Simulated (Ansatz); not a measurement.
Calculation for hcp Cd (0001), 5 layers: DFT, r2SCAN, PAW with Ansatz's default frozen-core files, scalar-relativistic (Ansatz 0.2.0). This run: vacuum of 11 Å.

The slab is cut from a bulk crystal relaxed on PAW files (its atoms may have been relaxed since).

Command: `ansatz run input.yaml --threads 2 --pin off --max-ram 4096MiB --backend cpu --events-out ev --progress --plain --runs-dir out` It took 21 s on 2 threads of Arm Neoverse V2 (shared host), peak memory 0.83 GiB.

```yaml
crystal:
  lattice:
    - [2.9790740465, 0.0, 0.0]
    - [-1.4895370232, 2.579953804, 0.0]
    - [0.0, 0.0, 22.0121]
  atoms:
    - { symbol: Cd, position: [0.0, 0.0, 0.2498632881] }
    - { symbol: Cd, position: [0.3333333333, 0.6666666667, 0.3763272286] }
    - { symbol: Cd, position: [0.0, 0.0, 0.4999995686] }
    - { symbol: Cd, position: [0.3333333333, 0.6666666667, 0.6236726935] }
    - { symbol: Cd, position: [0.0, 0.0, 0.7501367119] }
kpoints:
  mp_grid: { grid: [16, 16, 1] }
scf:
  occupations: { method: fermi_dirac, width: 0.1 }
hamiltonian:
  xc: r2scan
  pseudopotentials: { kind: paw }
output:
  forces: true
  stress: true
  eigenvalues: true
efield:
  axis: 3
  amplitude: 0
  dipole_correction: true
```

Output:

```
Engine: ansatz 0.2.0
Pseudopotentials: kind: paw
Pseudopotential: Cd, paw, valence charge 20, recommended cutoff 500 eV (meta_gga), Cd.paw.azcp
Functional definition: r2SCAN
  parameter k0 = 0.174
  parameter k1 = 0.065
  parameter a1 = 4.9479
  exchange = r2scan_x(k0 = k0, k1 = k1, a1 = a1)
  correlation = r2scan_c
Crystal: 5 atoms, lattice volume = 169.182 Å³
Basis set: ecut = 500 eV, 4413 PW (Γ), exchange–correlation on 96×96×648 points (64 copies of the dense FFT grid, shifted against one another)
Bands: 60, of which v1, the nominal top of the filled ones, is band 50 counted from 1 (49 counted from 0)
Symmetry: 6 space group operations
k-points: 30 of 256 (time reversal used)
Non-local potential: Cd, projectors of the file, l = 0: 3, l = 1: 2, l = 2: 2, l = 3: 1
PAW form: soft (Blöchl's): semilocal exchange-correlation on the pseudo side does not see the compensation charge
PAW frozen core: Cd, regenerated for the run's functional (the file was generated under x = pbe(κ = 0.804, μ = 0.2195149727645171), c = pbe(β = 0.06672455060314922))
PAW one-centre angular grid: Cd, 590 points (default); XC on 160 Gauss nodes
Initial density: superposition of atomic densities (neutral atoms: chi_scale 0, normalization atom), corrected by the library's trained network
Initial wavefunctions: pseudopotential atomic-orbital guess
Functional: x = r2scan, c = r2scan; τ floored in thin density (d = 2e-4 eV/Å³)
SCF iter   1: F=—  HF=-41340.631968 eV  |F-HF|=—  |Δ(HF+E_count)|=         —  Δρ=5.30e-3  dr2=3.49e-2  dr2_τ=3.22e-2  ethr=1.77e-3  p=0.000 e·Å  D=2.65e-8 V/Å  ΔV_dip=-0.00 eV  dr2_dipole=6.08e-7  V_vac-E_F(+/−)=3.92/3.92 eV  ⟨swp⟩=7.9  Hψ=6861  notcnv=0  defer=29
efield: sawtooth ramp at fractional position 0.9500 (placed from the atoms, in the widest stretch of the axis that holds none; the zero of the levels goes with the place), width 0.1000; the density the first Hamiltonian is built on has a dipole p = 0.000 e·Å; the dipole correction subtracts the counter field D = 2.65e-8 V/Å, which shifts the + side's vacuum level by -0.00 eV against the − side's; the planar-averaged density in the ramp window peaks in size at 4.5e-4 e/Å³
preconditioner: auto → LDOS  [metal: Δε(μ)=0.094 eV  Ē_g=13.253 eV  σ=0.100 eV  W_gap=0.22  n_scr=34 (ndim 8)  ℏωp=22.1 eV  f_vac=0.356  D(μ)=1.02/eV (n_scr^D=6)  β→1.0]
SCF iter   2: F=—  HF=-41340.649898 eV  |F-HF|=—  |Δ(HF+E_count)|=   1.79e-2  Δρ=3.88e-3  dr2=2.04e-2  dr2_τ=8.12e-4  ethr=3.49e-5  p=-0.000 e·Å  D=-3.86e-5 V/Å  ΔV_dip=0.00 eV  dr2_dipole=9.85e-7  V_vac-E_F(+/−)=3.76/3.76 eV  ⟨swp⟩=2.9  Hψ=4067  notcnv=0  defer=71
SCF iter   3: F=—  HF=-41340.643743 eV  |F-HF|=—  |Δ(HF+E_count)|=   6.16e-3  Δρ=1.15e-3  dr2=1.87e-3  dr2_τ=4.36e-5  ethr=2.04e-5  p=-0.000 e·Å  D=-1.84e-5 V/Å  ΔV_dip=0.00 eV  dr2_dipole=5.46e-8  V_vac-E_F(+/−)=3.77/3.77 eV  ⟨swp⟩=2.0  Hψ=2999  notcnv=0  defer=71
SCF iter   4: F=—  HF=-41340.643462 eV  |F-HF|=—  |Δ(HF+E_count)|=   2.80e-4  Δρ=1.91e-4  dr2=5.80e-5  dr2_τ=5.17e-6  ethr=1.87e-6  p=-0.000 e·Å  D=-3.86e-6 V/Å  ΔV_dip=0.00 eV  dr2_dipole=1.44e-10  V_vac-E_F(+/−)=3.75/3.75 eV  ⟨swp⟩=2.0  Hψ=2633  notcnv=0  defer=71
SCF iter   5: F=—  HF=-41340.643539 eV  |F-HF|=—  |Δ(HF+E_count)|=   7.71e-5  Δρ=5.34e-5  dr2=7.92e-6  dr2_τ=2.60e-7  ethr=5.80e-8  p=-0.000 e·Å  D=-3.52e-6 V/Å  ΔV_dip=0.00 eV  dr2_dipole=3.79e-9  V_vac-E_F(+/−)=3.73/3.73 eV  ⟨swp⟩=2.1  Hψ=2944  notcnv=0  defer=71
SCF iter   6: F=—  HF=-41340.643539 eV  |F-HF|=—  |Δ(HF+E_count)|=   1.49e-7  Δρ=1.05e-5  dr2=3.00e-7  dr2_τ=1.72e-8  ethr=7.92e-9  p=0.000 e·Å  D=2.71e-8 V/Å  ΔV_dip=-0.00 eV  dr2_dipole=2.98e-11  V_vac-E_F(+/−)=3.73/3.73 eV  ⟨swp⟩=2.0  Hψ=2709  notcnv=0  defer=71
SCF iter   7: F=-41340.643540 eV  HF=-41340.643540 eV  |F-HF|=1.40e-9  |Δ(HF+E_count)|=   1.97e-7  Δρ=3.11e-6  dr2=1.76e-8  dr2_τ=5.85e-10  ethr=1.00e-10  p=0.000 e·Å  D=1.68e-7 V/Å  ΔV_dip=-0.00 eV  dr2_dipole=1.07e-11  V_vac-E_F(+/−)=3.73/3.73 eV  ⟨swp⟩=12.7  Hψ=8673  notcnv=0
WARN: efield: at this solve's end the planar-averaged density reaches 2.62e-4 e/Å³ inside the ramp window [0.9046, 0.0954] (bound 1e-5 e/Å³); the window's nearer edge stands 3.40 Å from this solve's nearest atom along the axis. Its work functions, free energy, forces, stress, dipole, levels and responses can be off, and this figure does not tell by how much. The cell may have no vacuum along `efield.axis`. A short vacuum, a low `basis.ecutwfc` or `basis.ecutrho_ratio` and negative occupations (`scf.occupations.method`) can put density there. See the manual's quickstart, § The vacuum guard
SCF 1 converged in 7 iterations: F = -41340.643540 eV  dr2 = 1.76e-8
  greatest PAW one-centre occupation: 1.001 electrons in one spin orbital (limit 2), on the Cd atom at site 2 (counted from 0), in its partial waves of l = 0
SCF converged after 7 iterations
Free energy (F): -41340.643540 eV
Harris-Foulkes:  -41340.643540 eV  (|F-HF|=1.40e-9)
Internal energy: -41340.608701 eV  (E = F + TS)
E sigma→0 (E₀):  -41340.626120 eV
Entropy (-TS):   -0.034838 eV (-6.968 meV/atom)
Fermi energy:    8.043078 eV
Dipole field:    D = -0.000005 V/Å  (p = -0.000004 e·Å, saw-weighted, corrected)
Work function:   Φ+ = 3.7293 eV (in doubt: plateau slope 3.8e-2 eV/Å)   Φ− = 3.7309 eV (in doubt: plateau slope 2.7e-2 eV/Å)
Levels:          The Fermi level and band energies are counted from a zero that moves with the ramp; work functions are not
Vacuum region:   at the solve's end the planar-averaged density reaches 2.62e-4 e/Å³ inside the ramp window [0.9046, 0.0954] (bound 1e-5 e/Å³)
--- Per-component energies (eV) ---
  E_band       = -2760.236617
  E_kinetic    = 2526.747016
  E_local      = -78932.589901  (includes V_loc(G=0)·N_el)
  E_nonlocal   = 163.603588
  E_hartree    = 38710.367449
  E_xc         = -844.172328
  E_vxc        = -1235.250648  (∫ρ·V_xc dr)
  E_paw        = -20521.459685  (= ΣΔE_a)
  E_vpaw       = -2791.748151  (= ΣTr[D̂ρ^β])
  E_aug_tail   = 0.000029  (compensation charges beyond the density's cutoff)
  E_vtau       = 88.286755  (kinetic-family band-sum trace: ∫τ·v_τ [+ j·A + Jᵃ·Aᵃ] dr)
  E_efield     = 0.000000  (sawtooth field / dipole correction)
  E_vefield    = -0.000000  (∫n·V_field dr)
  E_ewald      = 17559.718985
  E_core_change = -2.823853  (= ΣΔE_core)
  E_smearing   = -0.034838  (= −TS)
  E_closure    = -0.000000  (closes the sum)
  Σ components = -41340.643540   (vs F -41340.643540, Δ=0.00e0)
--- Forces (eV/Å), atoms counted from 1 ---
  atom   1  Cd    -0.00000000     0.00000000    -0.00439793
  atom   2  Cd     0.00000000     0.00000000    -0.00035376
  atom   3  Cd     0.00000000     0.00000000     0.00001997
  atom   4  Cd     0.00000000     0.00000000     0.00033577
  atom   5  Cd    -0.00000000     0.00000000     0.00439895
  max |Σ_I F_I| component: 2.99e-6 eV/Å
--- Stress (GPa, compression-positive) ---
       -0.028514      -0.000000      -0.000000
       -0.000000      -0.028514      -0.000000
       -0.000000      -0.000000       0.049313
  P = ⅓ Tr σ = -0.0026 GPa (-0.026 kbar)
--- Band table (eV; the first three rows and the last of 30) ---
  k-point 0: bands = ["-98.2105", "-98.1538", "-98.1538", "-98.0299", "-98.0299", "-58.3484", "-58.3119", "-58.3119", "-58.2959", "-58.2941", "-58.2523", "-58.2523", "-58.2523", "-58.2523", "-58.1814", "-58.1813", "-58.1239", "-58.1239", "-58.1239", "-58.1239", "-2.4582", "-2.3304", "-2.2365", "-2.1318", "-2.1154", "-1.8187", "-1.8187", "-1.7577", "-1.7577", "-1.7358", "-1.7358", "-1.6009", "-1.6009", "-1.6000", "-1.6000", "-1.2569", "-1.2569", "-1.2051", "-1.1285", "-1.1285", "-1.0481", "-1.0481", "-0.9465", "-0.9465", "-0.9403", "-0.9403", "-0.4526", "0.5812", "1.9520", "3.7816", "5.6819", "8.0580", "10.2204", "11.3803", "13.0269", "13.2427", "16.0664", "16.6306", "19.3373", "21.3633"]
  k-point 1: bands = ["-98.2103", "-98.1536", "-98.1536", "-98.0297", "-98.0297", "-58.3481", "-58.3140", "-58.3124", "-58.2956", "-58.2939", "-58.2545", "-58.2544", "-58.2529", "-58.2529", "-58.1811", "-58.1811", "-58.1260", "-58.1260", "-58.1244", "-58.1244", "-2.4166", "-2.2882", "-2.1947", "-2.0900", "-2.0756", "-1.8346", "-1.7825", "-1.7748", "-1.7514", "-1.7224", "-1.6998", "-1.6174", "-1.6166", "-1.5652", "-1.5642", "-1.2983", "-1.2684", "-1.2289", "-1.1365", "-1.1055", "-1.0807", "-1.0516", "-0.9951", "-0.9761", "-0.9498", "-0.9422", "-0.3342", "0.6927", "2.0568", "3.8664", "5.8243", "8.1620", "10.3151", "11.4698", "13.1216", "13.3343", "16.1670", "16.7227", "19.4540", "21.3492"]
  k-point 2: bands = ["-98.2098", "-98.1531", "-98.1531", "-98.0292", "-98.0292", "-58.3473", "-58.3201", "-58.3140", "-58.2949", "-58.2934", "-58.2605", "-58.2605", "-58.2545", "-58.2544", "-58.1805", "-58.1805", "-58.1321", "-58.1320", "-58.1260", "-58.1260", "-2.3169", "-2.1895", "-2.1019", "-1.9955", "-1.9924", "-1.8703", "-1.8136", "-1.7835", "-1.6789", "-1.6534", "-1.6484", "-1.6217", "-1.5961", "-1.4642", "-1.4615", "-1.4005", "-1.3192", "-1.2974", "-1.2401", "-1.1577", "-1.1392", "-1.1158", "-1.0624", "-0.9595", "-0.9475", "-0.7653", "-0.0160", "1.0098", "2.3610", "4.1201", "6.2379", "8.4725", "10.5971", "11.7378", "13.4038", "13.6059", "16.4642", "16.9917", "19.0651", "19.6580"]
  k-point 29: bands = ["-98.2054", "-98.1487", "-98.1487", "-98.0248", "-98.0248", "-58.3545", "-58.3478", "-58.3404", "-58.2948", "-58.2946", "-58.2890", "-58.2887", "-58.2881", "-58.2880", "-58.1749", "-58.1749", "-58.1665", "-58.1665", "-58.1598", "-58.1598", "-2.1027", "-1.9993", "-1.9777", "-1.8891", "-1.8211", "-1.7944", "-1.7741", "-1.7462", "-1.6606", "-1.6220", "-1.5923", "-1.5570", "-1.4928", "-1.4920", "-1.4450", "-1.4047", "-1.3610", "-1.3248", "-1.2902", "-1.2256", "-1.1239", "-1.0396", "-0.9992", "-0.9819", "-0.9598", "7.1410", "7.7584", "8.5140", "8.7154", "9.0182", "9.1659", "9.6753", "9.9378", "10.2252", "10.5397", "11.1966", "11.3656", "11.6119", "12.7208", "12.9454"]
```

Next run (core holes in 3d of Cd), as changes to the input before:

```diff
-    - [0.0, 0.0, 22.0121]
+    - [0.0, 0.0, 27.3874]
   atoms:
-    - { symbol: Cd, position: [0.0, 0.0, 0.2498632881] }
-    - { symbol: Cd, position: [0.3333333333, 0.6666666667, 0.3763272286] }
-    - { symbol: Cd, position: [0.0, 0.0, 0.4999995686] }
-    - { symbol: Cd, position: [0.3333333333, 0.6666666667, 0.6236726935] }
-    - { symbol: Cd, position: [0.0, 0.0, 0.7501367119] }
+    - { symbol: Cd, position: [0.0, 0.0, 0.2989574741] }
+    - { symbol: Cd, position: [0.3333333333, 0.6666666667, 0.4006004524] }
+    - { symbol: Cd, position: [0.0, 0.0, 0.4999997351] }
+    - { symbol: Cd, position: [0.3333333333, 0.6666666667, 0.5993996487] }
+    - { symbol: Cd, position: [0.0, 0.0, 0.7010426895] }
 kpoints:
   eigenvalues: true
-efield:
-  axis: 3
-  amplitude: 0
-  dipole_correction: true
+  core_levels:
+    shells: { Cd: ["3d"] }
+    counted_from: fermi_level
+    add_spin: false
```

Command: `ansatz run input.yaml --threads 2 --pin off --max-ram 4096MiB --backend cpu --events-out ev --progress --plain --runs-dir out` It took 2.7 min on 2 threads of Arm Neoverse V2, with other jobs on the host, peak memory 1 GiB.

Results part of the output:

```
Warning: the atoms were moved onto the symmetric positions of the space group found under crystal.symmetry.tolerance 1.0e-5 (fractional; no operation is sought that the atoms, as they stand in a round, miss by more than twice it, and no atom is moved by as much as it), and the run uses the moved positions. Before a round's move an operation carried an atom to 1.45e-5 Å from where it should land, t
SCF 1 converged in 7 iterations: F = -41340.643610 eV  dr2 = 1.69e-8
  greatest PAW one-centre occupation: 1.001 electrons in one spin orbital (limit 2), on the Cd atom at site 2 (counted from 0), in its partial waves of l = 0
── core hole 1/3: 3d of Cd 0 ──
── 3d of Cd 0: 407.951 eV over the cell without the hole, in 10 iterations ──
── core hole 2/3: 3d of Cd 1 ──
── 3d of Cd 1: 408.049 eV over the cell without the hole, in 10 iterations ──
── core hole 3/3: 3d of Cd 2 ──
── 3d of Cd 2: 408.070 eV over the cell without the hole, in 10 iterations ──
SCF converged after 7 iterations
Free energy (F): -41340.643610 eV
[... lines left out ...]
  k-point 1: bands = ["-100.5224", "-100.4658", "-100.4658", "-100.3419", "-100.3419", "-60.6602", "-60.6261", "-60.6245", "-60.6078", "-60.6061", "-60.5666", "-60.5666", "-60.5651", "-60.5650", "-60.4934", "-60.4934", "-60.4382", "-60.4382", "-60.4366", "-60.4366", "-4.7288", "-4.6004", "-4.5068", "-4.4022", "-4.3878", "-4.1467", "-4.0947", "-4.0870", "-4.0636", "-4.0346", "-4.0119", "-3.9296", "-3.9288", "-3.8774", "-3.8764", "-3.6105", "-3.5806", "-3.5411", "-3.4487", "-3.4177", "-3.3928", "-3.3638", "-3.3073", "-3.2883", "-3.2620", "-3.2544", "-2.6463", "-1.6195", "-0.2554", "1.5542", "3.5119", "5.8521", "7.9723", "9.2724", "9.9893", "10.1726", "11.7943", "11.9384", "14.1089", "14.4763"]
  k-point 2: bands = ["-100.5219", "-100.4653", "-100.4653", "-100.3414", "-100.3414", "-60.6594", "-60.6323", "-60.6261", "-60.6071", "-60.6056", "-60.5727", "-60.5726", "-60.5666", "-60.5666", "-60.4927", "-60.4927", "-60.4443", "-60.4443", "-60.4382", "-60.4382", "-4.6291", "-4.5017", "-4.4141", "-4.3077", "-4.3046", "-4.1825", "-4.1258", "-4.0956", "-3.9910", "-3.9656", "-3.9606", "-3.9339", "-3.9082", "-3.7764", "-3.7737", "-3.7126", "-3.6314", "-3.6096", "-3.5523", "-3.4699", "-3.4514", "-3.4280", "-3.3746", "-3.2717", "-3.2597", "-3.0775", "-2.3281", "-1.3023", "0.0489", "1.8080", "3.9255", "6.1628", "8.2531", "9.5395", "10.2658", "10.4383", "12.0735", "12.2092", "14.3954", "14.7456"]
  k-point 29: bands = ["-100.5175", "-100.4609", "-100.4609", "-100.3370", "-100.3370", "-60.6666", "-60.6599", "-60.6525", "-60.6070", "-60.6067", "-60.6012", "-60.6008", "-60.6003", "-60.6002", "-60.4871", "-60.4871", "-60.4787", "-60.4787", "-60.4720", "-60.4720", "-4.4149", "-4.3114", "-4.2898", "-4.2013", "-4.1333", "-4.1065", "-4.0863", "-4.0584", "-3.9728", "-3.9342", "-3.9045", "-3.8692", "-3.8050", "-3.8042", "-3.7571", "-3.7169", "-3.6732", "-3.6370", "-3.6024", "-3.5378", "-3.4361", "-3.3518", "-3.3114", "-3.2941", "-3.2720", "4.8288", "5.4462", "6.2019", "6.4032", "6.7060", "6.8537", "7.3631", "7.6256", "7.9130", "8.2275", "8.8845", "9.0534", "9.2997", "10.4088", "10.6333"]
--- Core levels from the Fermi level (as output.core_levels.counted_from types it; a hole's nearest image at 3.0 Å) ---
  the holes have no spin, as output.core_levels.add_spin types it
  atom         alike  shell      binding/eV   shift/eV difference/eV images/eV   SCF
  Cd 0             2     3d         407.951     +0.000       407.951         –    10
  Cd 1             2     3d         408.049     +0.099       408.049         –    10
  Cd 2             1     3d         408.070     +0.120       408.070         –    10
  the dataset of Cd with a 3d hole: scattering error 0.004 eV; free atom: scalar-relativistic, large and small components
  the two lines of Cd's 3d: 3d3/2 +4.046 eV and 3d5/2 -2.697 eV off its levels, 2 : 3 in strength
```

The PAW files were made under PBE. The cell is 1×1, so reconstructions are forbidden, and in slabs of four or five layers the relaxations can be far larger than at a real surface. The program warned of electron density in the middle of the vacuum in some runs, so work functions there carry some error.
